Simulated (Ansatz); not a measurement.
## Two states of BaCrF$_{6}$

```
Ba F Cr
1.0
     3.67970    2.12447    2.38919
    -3.67970    2.12447    2.38919
     0.00000   -4.24894    2.38919
Ba F Cr
1 6 1
Direct
  0.50000 0.50000 0.50000
  0.26000 0.89700 0.26000
  0.26000 0.26000 0.89700
  0.89700 0.26000 0.26000
  0.74000 0.10300 0.74000
  0.10300 0.74000 0.74000
  0.74000 0.74000 0.10300
  0.00000 0.00000 0.00000
```

Level: r2SCAN; 500 eV; 5×5×5 Γ-centred mesh; fermi-dirac occupations (width 0.1 eV); Ansatz 0.2.0, fixed geometry.

State A: Cr8 up (collinear spin). State B: no moments (no spin polarisation).

Question: Compare the two self-consistent states.

Answer: State A is lower by 198.3 meV an atom at zero smearing; in free energy at this smearing B lies +178.0 meV an atom from A.

| state | free energy (meV/atom) | largest moment in a small sphere (μB) | net moment (μB/cell) | gap on mesh (eV) | pressure (GPa) | largest force (eV/Å) |
| --- | --- | --- | --- | --- | --- | --- |
| A | 0.0 | 1.63 | 2.00 | 0.48 | -1.3 | 0.83 |
| B | 178.0 | 0.00 | 0.00 | metal | -1.9 | 0.79 |

Origin: a database entry at a rescaled volume. Caveats: the state breaks the symmetry of the cell; the Fermi level lies in a narrow band between gaps, which spin or distortion may split.
